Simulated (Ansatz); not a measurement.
**Br started midway between two neighbours in cubic perovskite CsSnBr3, 41 atoms, charge +1**

Level of theory: Ansatz, DFT, PBEsol, PAW, plane waves.

Command:

```sh
ansatz run in.yaml --threads 7 --pin off --max-ram 13300MiB --runs-dir r --events-out ev --progress --plain
```

The input less its lattice and atoms:

```yaml
crystal:
  symmetry: { detect: false }
kpoints:
  mp_grid: { grid: [1, 1, 1], shift: [0.25, 0.25, 0.25] }
hamiltonian:
  xc: pbesol
total_charge: 1
scf:
  occupations: { method: fermi_dirac, width: 0.01 }
relax:
  f_tol: 0.03
  max_steps: 80
  escape_saddle: false
  adjacent_minimum: "off"
output:
  forces: true
  eigenvalues: true
  populations: true
  charged_corrections: { epsilon: 30 }
```

Start:

```xyz
41
Lattice="11.5000 0.0000 0.0000 0.0000 11.5000 0.0000 0.0000 0.0000 11.5000" Properties=species:S:1:pos:R:3 pbc="T T T"
Cs    0.0381    0.0079   11.4946
Cs   11.4746    0.0261    5.8009
Cs    0.0259    5.7381    0.0191
Cs   11.4646    5.7520    5.7327
Cs    5.7451    0.0084    0.0539
Cs    5.7092    0.0105    5.7476
Cs    5.7035    5.7628    0.0018
Cs    6.3047    6.3046    5.7743
Sn    2.8603    2.8469    2.8882
Sn    2.9059    2.8778    8.6590
Sn    2.9002    8.6017    2.8465
Sn    2.8823    8.6106    8.6644
Sn    8.6271    2.8530    2.8479
Sn    8.6591    2.8869    8.6128
Sn    8.6576    8.6588    2.9027
Sn    8.6166    8.6392    8.6792
Br    2.8642    2.8743    0.0260
Br    2.2946    2.3179    5.7727
Br    2.8753    8.6245    0.0103
Br    2.8866    8.6335    5.7323
Br    8.6435    2.8927   11.4927
Br    8.6340    2.8682    5.7726
Br    8.6551    8.6250   11.4899
Br    8.6263    8.6071    5.7884
Br    0.0375    2.8661    2.9028
Br   11.4828    2.8691    8.6161
Br    0.0179    8.6457    2.8629
Br    0.0049    8.6271    8.6192
Br    5.7388    2.8715    2.8641
Br    5.8021    2.8779    8.6110
Br    5.7394    8.6282    2.8614
Br    5.7556    8.6233    8.6215
Br    2.8561   11.4819    2.8694
Br    2.8655    0.0081    8.6338
Br    2.8783    5.7722    2.8987
Br    2.8657    5.7685    8.6160
Br    8.6189   11.4870    2.8649
Br    8.6369    0.0411    8.6225
Br    8.6135    5.7577    2.9159
Br    8.6246    5.7331    8.6466
Br    4.3097    4.2916    5.7468
```

Steps:

| step | energy less the first (eV) | largest force component (eV/Å) |
| --- | --- | --- |
| start | 0.000 | 0.850 |
| 1 | -0.505 | 0.320 |
| 2 | -0.756 | 0.466 |
| 3 | -0.981 | 0.424 |
| 4 | -1.099 | 0.185 |
| 5 | -1.155 | 0.138 |
| 6 | -1.222 | 0.213 |
| 7 | -1.269 | 0.161 |
| 8 | -1.302 | 0.074 |
| 9 | -1.346 | 0.161 |
| 10 | -1.421 | 0.149 |
| 11 | -1.497 | 0.148 |
| 12 | -1.573 | 0.213 |
| 13 | -1.632 | 0.105 |
| 14 | -1.652 | 0.088 |
| 15 | -1.663 | 0.042 |
| 16 | -1.667 | 0.034 |
| 17 | -1.669 | 0.025 |

A structure on the way, about -0.76 eV from the start:

```
Cs Sn Br
1.0
    11.50000    0.00000    0.00000
     0.00000   11.50000    0.00000
     0.00000    0.00000   11.50000
Cs Sn Br
8 8 25
Cartesian
  0.0595 0.0353 11.4970
  11.2485 11.2981 5.7979
  0.0317 5.7444 0.0110
  0.0487 5.7034 5.7416
  5.7531 0.0243 0.0402
  5.6606 0.0926 5.7633
  5.7038 5.7389 11.4993
  6.3757 6.3978 5.8022
  2.8852 2.8770 2.9185
  2.9162 2.8910 8.5699
  2.9069 8.6066 2.8738
  2.8846 8.6114 8.6364
  8.6102 2.8975 2.8591
  8.6322 2.8857 8.6244
  8.6826 8.6748 2.8662
  8.6559 8.6562 8.6612
  2.8471 2.8657 11.4961
  2.0715 2.0592 5.7173
  2.9201 8.6845 11.4977
  2.8840 8.6723 5.7385
  8.7118 2.9299 0.0103
  8.6526 2.8663 5.7576
  8.6586 8.6440 11.4876
  8.7746 8.7731 5.7339
  11.4943 2.8831 2.7833
  11.4902 2.8947 8.7455
  0.0305 8.6471 2.8465
  0.0153 8.6437 8.6853
  5.7872 2.7601 2.6794
  5.7915 2.7457 8.8258
  5.7757 8.6633 2.8675
  5.7657 8.6879 8.6608
  2.8938 11.4876 2.7612
  2.9040 0.0016 8.7697
  2.7725 5.7970 2.7062
  2.7579 5.7886 8.8047
  8.6348 0.0319 2.8457
  8.6480 0.0134 8.6929
  8.6722 5.7855 2.8936
  8.6846 5.7567 8.6513
  4.2091 4.1608 5.7642
```

End:

```
Cs Sn Br
1.0
    11.50000    0.00000    0.00000
     0.00000   11.50000    0.00000
     0.00000    0.00000   11.50000
Cs Sn Br
8 8 25
Cartesian
  0.1706 0.4091 11.4971
  11.4504 11.1041 5.7019
  0.1683 5.7672 0.0211
  11.3192 5.9174 5.8122
  5.5314 0.0541 11.4881
  5.9433 11.2667 5.6461
  5.7024 5.5850 0.1790
  5.8176 6.3226 5.7567
  2.8631 2.9150 2.9926
  3.1214 2.9442 7.9262
  2.8944 8.6448 2.8208
  2.9095 8.6968 8.5602
  8.6343 2.8764 2.9323
  8.6548 2.9341 8.6887
  8.6654 8.6254 2.8465
  8.6581 8.6950 8.6922
  2.8777 2.9622 0.2160
  1.3616 2.7670 5.8292
  2.8944 8.5743 11.4429
  2.9430 8.7766 5.7037
  8.7004 3.0313 0.1197
  8.6809 2.8057 5.9093
  8.6608 8.4437 0.0097
  8.6438 8.7163 5.7780
  0.0115 3.1140 2.5498
  11.3345 3.1446 9.0309
  0.0260 8.4277 2.9096
  0.0131 8.5386 8.5765
  5.8833 2.6124 2.5665
  5.8785 2.8855 9.1915
  5.7898 8.8126 2.8186
  5.7833 8.7985 8.6270
  2.7218 0.0086 2.8343
  2.8606 0.0374 8.5123
  3.0619 5.7888 2.9991
  2.9318 5.7730 8.3388
  8.8610 0.0006 2.8455
  8.7348 0.0719 8.8110
  8.4606 5.7448 3.0311
  8.5311 5.7589 8.5762
  4.7526 3.0262 5.7956
```

The calculation finished and met its thresholds.

Time: 3.4 min of wall time on 7 threads of a Neoverse-V2 processor, on a host shared with other runs; peak host memory 2.3 GiB.

**Question.** How much energy did the relaxation gain, and which atom moved most?

**Answer.** 1.67 eV in 17 steps, from a start with small random displacements (neighbours that lie too close to an added atom are first pushed off) (the gain also holds any tilting of the ideal host); atom 41 (Br) moved 1.34 Å, the median atom 0.20 Å (drift of the whole cell removed).

The run had no spin, and a state with a moment may lie lower. The one k point has no symmetry partners, which can distort the end along one axis.
